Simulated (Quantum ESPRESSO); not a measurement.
# In4Sc2WTi: finding a planted mistake in a log

Simulated, not a measurement. The program is pw.x of Quantum ESPRESSO 7.5 (plane-wave density functional theory). The cell is made up: eight metal atoms on a hexagonal close-packed lattice, with elements, volume, strain and displacements drawn at random and not relaxed, so it may be unstable or far from any real phase. PseudoDojo standard norm-conserving files set the functional (PBE unless stated); there is no spin polarisation or spin-orbit coupling, the Fermi-Dirac width of 0.25 eV means electrons at about 2900 K, and the masses in the input are unused placeholders. Heavy elements are run without spin-orbit coupling, which real alloys of them have. A spin test at this wide smearing found no moment, but such smearing suppresses magnetism that the real alloy may have.

Intended input:

```
&control calculation='scf', pseudo_dir='./dojo.nc.sr.pbe.v0_5.standard.upf', outdir='./o', disk_io='minimal', tprnfor=.true., tstress=.true. /
&system ibrav=0, nat=8, ntyp=4, nbnd=64, ecutwfc=84.00895049, nosym=.true., tot_charge=0,
 occupations='smearing', smearing='fd', degauss=0.0183746611
/
&electrons conv_thr=1.470e-08, electron_maxstep=70, mixing_beta=0.5 /
ATOMIC_SPECIES
In 1.0 In.upf
Sc 1.0 Sc.upf
Ti 1.0 Ti.upf
W 1.0 W.upf
CELL_PARAMETERS angstrom
-3.0908 0.0 0.0
0.0 5.3535 0.0
1.5454 -2.6767 -10.33
ATOMIC_POSITIONS angstrom
In -0.0336 -0.1 -0.0317
Sc -0.1487 1.796 -2.6269
Sc -0.0086 0.1207 -5.3174
W 0.1579 1.6713 -7.7914
Ti -1.539 2.5885 0.021
In -1.5613 4.5447 -2.53
In -1.4777 2.8276 -5.2144
In -1.5619 -0.7997 -7.7893
K_POINTS automatic
8 5 3 1 1 1
```

The log is shortened where brackets say so; the opening notice, blank lines, dates and the lines on written files are dropped, and the path of the files is cut. It prints rydbergs, bohrs and kilobars, and counts compression as positive stress. Its total energy is the free energy E - TS of the whole cell.

Log of the intended run:

```
     Program PWSCF v.7.5
     Parallel version (MPI & OpenMP), running on       4 processor cores
     Number of MPI processes:                 4
     Threads/MPI process:                     1
     [start-up lines left out]
     bravais-lattice index     =            0
     lattice parameter (alat)  =       5.8408  a.u.
     unit-cell volume          =    1153.4682 (a.u.)^3
     number of atoms/cell      =            8
     number of atomic types    =            4
     number of electrons       =       100.00
     number of Kohn-Sham states=           64
     kinetic-energy cutoff     =      84.0090  Ry
     charge density cutoff     =     336.0358  Ry
     scf convergence threshold =      1.5E-08
     mixing beta               =       0.5000
     number of iterations used =            8  plain     mixing
     Exchange-correlation= PBE
                           (   1   4   3   4   0   0   0)
     [axes and pseudopotential details left out]
   Cartesian axes
     site n.     atom                  positions (alat units)
         1        In     tau(   1) = (  -0.0108710  -0.0323541  -0.0102562  )
         2        Sc     tau(   2) = (  -0.0481105   0.5810793  -0.8499094  )
         3        Sc     tau(   3) = (  -0.0027825   0.0390514  -1.7203960  )
         4        W      tau(   4) = (   0.0510871   0.5407338  -2.5208360  )
         5        Ti     tau(   5) = (  -0.4979293   0.8374854   0.0067944  )
         6        In     tau(   6) = (  -0.5051443   1.4703960  -0.8185583  )
         7        In     tau(   7) = (  -0.4780963   0.9148441  -1.6870713  )
         8        In     tau(   8) = (  -0.5053384  -0.2587356  -2.5201566  )
     number of k points=    60  Fermi-Dirac smearing, width (Ry)=  0.0184
                       cart. coord. in units 2pi/alat
        k(    1) = (  -0.0625000   0.0577342  -0.0741779), wk =   0.0333333
        k(    2) = (  -0.0625000   0.0577342   0.1252929), wk =   0.0333333
     [further k points left out]
     Dense  grid:   120005 G-vectors     FFT dimensions: (  36,  60, 120)
     Estimated max dynamical RAM per process >     422.80 MB
     Estimated total dynamical RAM >       1.57 GB
     Initial potential from superposition of free atoms
     starting charge      99.9770, renormalised to     100.0000
     Starting wfcs are   76 randomized atomic wfcs
     total cpu time spent up to now is        6.7 secs
     per-process dynamical memory:   336.9 Mb
     Self-consistent Calculation
     iteration #  1     ecut=    84.01 Ry     beta= 0.50
     Davidson diagonalization with overlap
     ethr =  1.00E-02,  avg # of iterations =  2.0
     Threshold (ethr) on eigenvalues was too large:
     Diagonalizing with lowered threshold
     Davidson diagonalization with overlap
     ethr =  4.01E-04,  avg # of iterations =  4.8
     total cpu time spent up to now is       35.1 secs
     total energy              =    -995.43114114 Ry
     estimated scf accuracy    <       0.43501892 Ry
     iteration #  2     ecut=    84.01 Ry     beta= 0.50
     Davidson diagonalization with overlap
     ethr =  4.35E-04,  avg # of iterations =  9.2
     total cpu time spent up to now is       56.2 secs
     total energy              =    -994.89721501 Ry
     estimated scf accuracy    <      11.71057124 Ry
     [iterations 3 to 16 left out]
     iteration # 17     ecut=    84.01 Ry     beta= 0.50
     Davidson diagonalization with overlap
     ethr =  2.08E-10,  avg # of iterations =  2.0
     total cpu time spent up to now is      280.8 secs
     total energy              =    -995.62319545 Ry
     estimated scf accuracy    <       0.00000005 Ry
     iteration # 18     ecut=    84.01 Ry     beta= 0.50
     Davidson diagonalization with overlap
     ethr =  5.37E-11,  avg # of iterations =  1.5
     total cpu time spent up to now is      292.1 secs
     End of self-consistent calculation
     [lines on levels left out]
!    total energy              =    -995.62319546 Ry
     estimated scf accuracy    <          1.4E-09 Ry
     smearing contrib. (-TS)   =      -0.10762133 Ry
     internal energy E=F+TS    =    -995.51557413 Ry
     The total energy is F=E-TS. E is the sum of the following terms:
     one-electron contribution =    -256.63735001 Ry
     hartree contribution      =     190.12543253 Ry
     xc contribution           =    -243.42360468 Ry
     ewald contribution        =    -685.58005196 Ry
     convergence has been achieved in  18 iterations
     Forces acting on atoms (cartesian axes, Ry/au):
     atom    1 type  1   force =     0.00412354    0.01030794    0.03798304
     atom    2 type  2   force =     0.01891525    0.02630885    0.01369957
     atom    3 type  2   force =     0.00337090    0.01560738    0.01105028
     atom    4 type  4   force =    -0.00742346    0.01030058   -0.01895381
     atom    5 type  3   force =    -0.00854357    0.01356309    0.00863334
     atom    6 type  1   force =    -0.00923435   -0.02569820   -0.02001534
     atom    7 type  1   force =    -0.00935572   -0.02111306   -0.02163251
     atom    8 type  1   force =     0.00814741   -0.02927658   -0.01076456
     Total force =     0.084968     Total SCF correction =     0.000122
     Computing stress (Cartesian axis) and pressure
          total   stress  (Ry/bohr**3)                   (kbar)     P=      -12.57
   0.00002196  -0.00001406  -0.00000709            3.23       -2.07       -1.04
  -0.00001406  -0.00014365   0.00005634           -2.07      -21.13        8.29
  -0.00000709   0.00005634  -0.00013463           -1.04        8.29      -19.80
     init_run     :      6.28s CPU      6.54s WALL (       1 calls)
     electrons    :    283.23s CPU    285.44s WALL (       1 calls)
     forces       :      2.23s CPU      2.27s WALL (       1 calls)
     stress       :      7.84s CPU      7.84s WALL (       1 calls)
     [timing details left out]
     PWSCF        :   4m59.77s CPU   5m 2.36s WALL
     JOB DONE.
```

A second run was made from an input with one planted mistake. Its log:

```
     Program PWSCF v.7.5
     Parallel version (MPI & OpenMP), running on       4 processor cores
     Number of MPI processes:                 4
     Threads/MPI process:                     1
     [start-up lines left out]
     bravais-lattice index     =            0
     lattice parameter (alat)  =       5.7497  a.u.
     unit-cell volume          =    1100.3379 (a.u.)^3
     number of atoms/cell      =            8
     number of atomic types    =            4
     number of electrons       =       100.00
     number of Kohn-Sham states=           64
     kinetic-energy cutoff     =      84.0090  Ry
     charge density cutoff     =     336.0358  Ry
     scf convergence threshold =      1.5E-08
     mixing beta               =       0.5000
     number of iterations used =            8  plain     mixing
     Exchange-correlation= PBE
                           (   1   4   3   4   0   0   0)
     [axes and pseudopotential details left out]
   Cartesian axes
     site n.     atom                  positions (alat units)
         1        In     tau(   1) = (  -0.0108789  -0.0323408  -0.0102544  )
         2        Sc     tau(   2) = (  -0.0481167   0.5810820  -0.8498981  )
         3        Sc     tau(   3) = (  -0.0027937   0.0390456  -1.7203707  )
         4        W      tau(   4) = (   0.0510747   0.5407218  -2.5208374  )
         5        Ti     tau(   5) = (  -0.4979294   0.8374745   0.0068034  )
         6        In     tau(   6) = (  -0.5051272   1.4703872  -0.8185434  )
         7        In     tau(   7) = (  -0.4780780   0.9148426  -1.6870768  )
         8        In     tau(   8) = (  -0.5053244  -0.2587261  -2.5201472  )
     number of k points=    60  Fermi-Dirac smearing, width (Ry)=  0.0184
                       cart. coord. in units 2pi/alat
        k(    1) = (  -0.0625000   0.0577343  -0.0741777), wk =   0.0333333
        k(    2) = (  -0.0625000   0.0577343   0.1252932), wk =   0.0333333
     [further k points left out]
     Dense  grid:   114501 G-vectors     FFT dimensions: (  36,  60, 120)
     Estimated max dynamical RAM per process >     404.85 MB
     Estimated total dynamical RAM >       1.50 GB
     Initial potential from superposition of free atoms
     starting charge      99.9770, renormalised to     100.0000
     Starting wfcs are   76 randomized atomic wfcs
     total cpu time spent up to now is        6.7 secs
     per-process dynamical memory:   322.9 Mb
     Self-consistent Calculation
     iteration #  1     ecut=    84.01 Ry     beta= 0.50
     Davidson diagonalization with overlap
     ethr =  1.00E-02,  avg # of iterations =  2.0
     Threshold (ethr) on eigenvalues was too large:
     Diagonalizing with lowered threshold
     Davidson diagonalization with overlap
     ethr =  4.70E-04,  avg # of iterations =  4.1
     total cpu time spent up to now is       32.4 secs
     total energy              =    -995.38880363 Ry
     estimated scf accuracy    <       0.50365354 Ry
     iteration #  2     ecut=    84.01 Ry     beta= 0.50
     Davidson diagonalization with overlap
     ethr =  5.04E-04,  avg # of iterations =  8.8
     total cpu time spent up to now is       52.3 secs
     total energy              =    -994.81215567 Ry
     estimated scf accuracy    <      12.48880568 Ry
     [iterations 3 to 16 left out]
     iteration # 17     ecut=    84.01 Ry     beta= 0.50
     Davidson diagonalization with overlap
     ethr =  2.89E-10,  avg # of iterations =  2.0
     total cpu time spent up to now is      269.3 secs
     total energy              =    -995.62043893 Ry
     estimated scf accuracy    <       0.00000003 Ry
     iteration # 18     ecut=    84.01 Ry     beta= 0.50
     Davidson diagonalization with overlap
     ethr =  3.00E-11,  avg # of iterations =  4.0
     total cpu time spent up to now is      281.8 secs
     End of self-consistent calculation
     [lines on levels left out]
!    total energy              =    -995.62043893 Ry
     estimated scf accuracy    <          1.5E-09 Ry
     smearing contrib. (-TS)   =      -0.10233306 Ry
     internal energy E=F+TS    =    -995.51810587 Ry
     The total energy is F=E-TS. E is the sum of the following terms:
     one-electron contribution =    -240.19478695 Ry
     hartree contribution      =     184.78454128 Ry
     xc contribution           =    -243.66658694 Ry
     ewald contribution        =    -696.44127326 Ry
     convergence has been achieved in  18 iterations
     Forces acting on atoms (cartesian axes, Ry/au):
     atom    1 type  1   force =     0.00544236    0.01229816    0.03956779
     atom    2 type  2   force =     0.02133935    0.02985114    0.01387272
     atom    3 type  2   force =     0.00351638    0.01617162    0.01812033
     atom    4 type  4   force =    -0.00999629    0.01919099   -0.02110506
     atom    5 type  3   force =    -0.00984086    0.01265180    0.00636002
     atom    6 type  1   force =    -0.01055497   -0.02915568   -0.02339863
     atom    7 type  1   force =    -0.01052326   -0.02266076   -0.02163816
     atom    8 type  1   force =     0.01061730   -0.03834727   -0.01177901
     Total force =     0.097067     Total SCF correction =     0.000151
     Computing stress (Cartesian axis) and pressure
          total   stress  (Ry/bohr**3)                   (kbar)     P=       29.49
   0.00031613  -0.00001604  -0.00000673           46.50       -2.36       -0.99
  -0.00001604   0.00015625   0.00005515           -2.36       22.99        8.11
  -0.00000673   0.00005515   0.00012909           -0.99        8.11       18.99
     init_run     :      6.16s CPU      6.42s WALL (       1 calls)
     electrons    :    272.15s CPU    275.16s WALL (       1 calls)
     forces       :      2.18s CPU      2.20s WALL (       1 calls)
     stress       :      7.42s CPU      7.76s WALL (       1 calls)
     [timing details left out]
     PWSCF        :   4m48.20s CPU   4m51.84s WALL
     JOB DONE.
```

Question: the log repeats what the program read. Compare it with the intended run: what was wrong in the second input?

Answer: the cell and the positions are scaled by a wrong factor. The input lines that differ:

```
- -3.0908 0.0 0.0
- 0.0 5.3535 0.0
- 1.5454 -2.6767 -10.33
+ -3.0426 0.0 0.0
+ 0.0 5.27 0.0
+ 1.5213 -2.6349 -10.1689
- In -0.0336 -0.1 -0.0317
- Sc -0.1487 1.796 -2.6269
- Sc -0.0086 0.1207 -5.3174
- W 0.1579 1.6713 -7.7914
- Ti -1.539 2.5885 0.021
- In -1.5613 4.5447 -2.53
- In -1.4777 2.8276 -5.2144
- In -1.5619 -0.7997 -7.7893
+ In -0.0331 -0.0984 -0.0312
+ Sc -0.1464 1.768 -2.5859
+ Sc -0.0085 0.1188 -5.2344
+ W 0.1554 1.6452 -7.6699
+ Ti -1.515 2.5481 0.0207
+ In -1.5369 4.4738 -2.4905
+ In -1.4546 2.7835 -5.1331
+ In -1.5375 -0.7872 -7.6678
```

|  | intended run | run with the mistake |
| --- | --- | --- |
| free energy (eV) | -13546.144 | -13546.106 |
| entropy term -TS, part of it (eV) | -1.464 | -1.392 |
| pressure (GPa) | -1.26 | 2.95 |
| size of the largest force component (eV/Å) | 0.977 | 1.017 |
| largest change of a force component (eV/Å) |  | 0.233 |
| iterations | 18 | 18 |

For scale, a rerun of the intended cell at a higher cutoff and on a denser mesh moved values by no more than 0.005 eV in energy, 0.14 GPa in stress and 0.016 eV/Å in force, and a second program with other atomic files agreed on that cell to 2 % rms in force and 0.5 GPa in pressure.